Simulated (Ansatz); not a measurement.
In plane-wave PAW PBE (Ansatz code), Sn in the hcp (Mg type) structure (P6_3/mmc) relaxes to a = 3.359 Å, c = 5.670 Å. Sn has 12 nearest neighbours from 3.36 Å (anticuboctahedral).

Electronic character: metallic (no gap). Gap from PBE with spin–orbit coupling: none (metallic).

The bulk modulus is 46.6 GPa.

The start of the workflow was typed in or built on a structure type; neither database checked (COD, Materials Project) lists it. It is not the phase usual at ambient conditions (space group No. 141). Symmetry was held in the PBE relaxation; its stability against distortions is not shown here. Axis ratios of metals converge slowly with the k-mesh, so a and c are less sure than the volume. Scalar-relativistic: spin–orbit coupling is off unless named, which matters more the heavier the elements.

Potentials: the earlier of the program's two PAW sets.
